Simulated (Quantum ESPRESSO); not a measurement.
Pt3Ir2Ti2W, input and log of a self-consistent run

Simulated, not a measurement. The program is pw.x of Quantum ESPRESSO 7.5 (plane-wave density functional theory). The cell is made up: eight metal atoms on a face-centred cubic lattice, with elements, volume, strain and displacements drawn at random and not relaxed, so it may be unstable or far from any real phase. PseudoDojo standard norm-conserving files set the functional (PBE unless stated); there is no spin polarisation or spin-orbit coupling, the Fermi-Dirac width of 0.25 eV means electrons at about 2900 K, and the masses in the input are unused placeholders. Heavy elements are run without spin-orbit coupling, which real alloys of them have. A spin test at this wide smearing found no moment, but such smearing suppresses magnetism that the real alloy may have.

Input:

```
&control calculation='scf', pseudo_dir='./dojo.nc.sr.pbe.v0_5.standard.upf', outdir='./o', disk_io='minimal', tprnfor=.true., tstress=.true. /
&system ibrav=0, nat=8, ntyp=4, nbnd=81, ecutwfc=84.00895049, nosym=.true., tot_charge=0,
 occupations='smearing', smearing='fd', degauss=0.0183746611
/
&electrons conv_thr=1.470e-08, electron_maxstep=70, mixing_beta=0.5 /
ATOMIC_SPECIES
Ir 1.0 Ir.upf
Pt 1.0 Pt.upf
Ti 1.0 Ti.upf
W 1.0 W.upf
CELL_PARAMETERS angstrom
1.9804 3.9181 1.9699
1.9898 -3.9525 2.0293
1.9441 0.0422 -5.9579
ATOMIC_POSITIONS angstrom
Pt 0.0185 0.0272 -0.0153
Pt 1.9953 -1.957 0.0378
Ir 2.0092 -0.014 -1.9468
Ti 4.0002 -2.0007 -1.9958
Ir 2.0153 -0.0333 2.0197
W 1.9827 1.9541 -0.0466
Pt 3.946 -0.0057 0.0465
Ti 3.8837 1.9629 -1.9347
K_POINTS automatic
6 6 4 1 1 1
```

The log is shortened where brackets say so; the opening notice, blank lines, dates and the lines on written files are dropped, and the path of the files is cut. It prints rydbergs, bohrs and kilobars, and counts compression as positive stress. Its total energy is the free energy E - TS of the whole cell.

```
     Program PWSCF v.7.5
     Parallel version (MPI & OpenMP), running on       4 processor cores
     Number of MPI processes:                 4
     Threads/MPI process:                     1
     [start-up lines left out]
     bravais-lattice index     =            0
     lattice parameter (alat)  =       9.0931  a.u.
     unit-cell volume          =     834.6004 (a.u.)^3
     number of atoms/cell      =            8
     number of atomic types    =            4
     number of electrons       =       126.00
     number of Kohn-Sham states=           81
     kinetic-energy cutoff     =      84.0090  Ry
     charge density cutoff     =     336.0358  Ry
     scf convergence threshold =      1.5E-08
     mixing beta               =       0.5000
     number of iterations used =            8  plain     mixing
     Exchange-correlation= PBE
                           (   1   4   3   4   0   0   0)
     [axes and pseudopotential details left out]
   Cartesian axes
     site n.     atom                  positions (alat units)
         1        Pt     tau(   1) = (   0.0038447   0.0056527  -0.0031796  )
         2        Pt     tau(   2) = (   0.4146629  -0.4067034   0.0078556  )
         3        Ir     tau(   3) = (   0.4175516  -0.0029095  -0.4045837  )
         4        Ti     tau(   4) = (   0.8313209  -0.4157852  -0.4147668  )
         5        Ir     tau(   5) = (   0.4188193  -0.0069204   0.4197337  )
         6        W      tau(   6) = (   0.4120444   0.4061007  -0.0096844  )
         7        Pt     tau(   7) = (   0.8200571  -0.0011846   0.0096636  )
         8        Ti     tau(   8) = (   0.8071099   0.4079296  -0.4020690  )
     number of k points=    72  Fermi-Dirac smearing, width (Ry)=  0.0184
                       cart. coord. in units 2pi/alat
        k(    1) = (   0.2285651   0.0000739  -0.0263727), wk =   0.0277778
        k(    2) = (   0.3816364  -0.0008902  -0.1783423), wk =   0.0277778
     [further k points left out]
     Dense  grid:    86829 G-vectors     FFT dimensions: (  54,  54,  72)
     Estimated max dynamical RAM per process >     420.33 MB
     Estimated total dynamical RAM >       1.58 GB
     Initial potential from superposition of free atoms
     starting charge     125.9956, renormalised to     126.0000
     Starting wfcs are   80 randomized atomic wfcs +    1 random wfcs
     total cpu time spent up to now is       11.4 secs
     per-process dynamical memory:   341.1 Mb
     Self-consistent Calculation
     iteration #  1     ecut=    84.01 Ry     beta= 0.50
     Davidson diagonalization with overlap
     ethr =  1.00E-02,  avg # of iterations =  3.0
     total cpu time spent up to now is       45.0 secs
     total energy              =   -1630.94979806 Ry
     estimated scf accuracy    <       4.66208830 Ry
     iteration #  2     ecut=    84.01 Ry     beta= 0.50
     Davidson diagonalization with overlap
     ethr =  3.70E-03,  avg # of iterations =  2.8
     total cpu time spent up to now is       80.0 secs
     total energy              =   -1631.99435581 Ry
     estimated scf accuracy    <      20.44579679 Ry
     iteration #  3     ecut=    84.01 Ry     beta= 0.50
     Davidson diagonalization with overlap
     ethr =  3.70E-03,  avg # of iterations =  2.5
     total cpu time spent up to now is      112.6 secs
     total energy              =   -1633.55338817 Ry
     estimated scf accuracy    <       2.87679139 Ry
     iteration #  4     ecut=    84.01 Ry     beta= 0.50
     Davidson diagonalization with overlap
     ethr =  2.28E-03,  avg # of iterations =  1.8
     total cpu time spent up to now is      141.3 secs
     total energy              =   -1633.62650254 Ry
     estimated scf accuracy    <       0.53797982 Ry
     iteration #  5     ecut=    84.01 Ry     beta= 0.50
     Davidson diagonalization with overlap
     ethr =  4.27E-04,  avg # of iterations =  3.4
     total cpu time spent up to now is      173.7 secs
     total energy              =   -1633.66895583 Ry
     estimated scf accuracy    <       0.06143424 Ry
     [iterations 6 to 12 left out]
     iteration # 13     ecut=    84.01 Ry     beta= 0.50
     Davidson diagonalization with overlap
     ethr =  1.05E-08,  avg # of iterations =  4.7
     total cpu time spent up to now is      441.5 secs
     total energy              =   -1633.69107825 Ry
     estimated scf accuracy    <       0.00000088 Ry
     iteration # 14     ecut=    84.01 Ry     beta= 0.50
     Davidson diagonalization with overlap
     ethr =  6.99E-10,  avg # of iterations =  2.7
     total cpu time spent up to now is      477.5 secs
     total energy              =   -1633.69107825 Ry
     estimated scf accuracy    <       0.00000123 Ry
     iteration # 15     ecut=    84.01 Ry     beta= 0.50
     Davidson diagonalization with overlap
     ethr =  6.99E-10,  avg # of iterations =  2.0
     total cpu time spent up to now is      509.0 secs
     total energy              =   -1633.69107839 Ry
     estimated scf accuracy    <       0.00000024 Ry
     iteration # 16     ecut=    84.01 Ry     beta= 0.50
     Davidson diagonalization with overlap
     ethr =  1.91E-10,  avg # of iterations =  2.0
     total cpu time spent up to now is      540.1 secs
     total energy              =   -1633.69107841 Ry
     estimated scf accuracy    <       0.00000040 Ry
     iteration # 17     ecut=    84.01 Ry     beta= 0.50
     Davidson diagonalization with overlap
     ethr =  1.91E-10,  avg # of iterations =  1.1
     total cpu time spent up to now is      568.0 secs
     End of self-consistent calculation
     [lines on levels left out]
!    total energy              =   -1633.69107844 Ry
     estimated scf accuracy    <          7.1E-09 Ry
     smearing contrib. (-TS)   =      -0.09954456 Ry
     internal energy E=F+TS    =   -1633.59153389 Ry
     The total energy is F=E-TS. E is the sum of the following terms:
     one-electron contribution =    -358.97712727 Ry
     hartree contribution      =     253.42945284 Ry
     xc contribution           =    -298.10054732 Ry
     ewald contribution        =   -1229.94331213 Ry
     convergence has been achieved in  17 iterations
     Forces acting on atoms (cartesian axes, Ry/au):
     atom    1 type  2   force =    -0.00999310   -0.01174901    0.01260804
     atom    2 type  2   force =    -0.00428318   -0.01107057   -0.00126483
     atom    3 type  1   force =    -0.01001148   -0.00036121   -0.01356332
     atom    4 type  3   force =    -0.02848052    0.00858146    0.02804615
     atom    5 type  1   force =    -0.01042196    0.00397660   -0.00152778
     atom    6 type  4   force =     0.00031780    0.00602673    0.01952594
     atom    7 type  2   force =     0.02076026   -0.00075099   -0.01012468
     atom    8 type  3   force =     0.04211218    0.00534700   -0.03369953
     Total force =     0.080692     Total SCF correction =     0.000148
     Computing stress (Cartesian axis) and pressure
          total   stress  (Ry/bohr**3)                   (kbar)     P=      -18.92
  -0.00008090   0.00003690  -0.00005007          -11.90        5.43       -7.37
   0.00003690  -0.00019677   0.00012904            5.43      -28.95       18.98
  -0.00005007   0.00012904  -0.00010820           -7.37       18.98      -15.92
     init_run     :     10.72s CPU     11.12s WALL (       1 calls)
     electrons    :    546.64s CPU    556.58s WALL (       1 calls)
     forces       :      5.09s CPU      5.12s WALL (       1 calls)
     stress       :     18.61s CPU     19.00s WALL (       1 calls)
     [timing details left out]
     PWSCF        :   9m41.48s CPU   9m52.27s WALL
     JOB DONE.
```

In other units: free energy -22227.499 eV for the cell, pressure -1.89 GPa, largest force component 1.083 eV/Å in size. The run took 594 s of wall time with four MPI processes on a shared machine (Intel Xeon, older, virtual cores), so the time is rough. A rerun of this cell at a higher cutoff and on a denser mesh moved values by no more than 0.003 eV in energy, 0.07 GPa in stress and 0.007 eV/Å in force, and a second program with other atomic files agreed on that cell to 2 % rms in force and 0.5 GPa in pressure.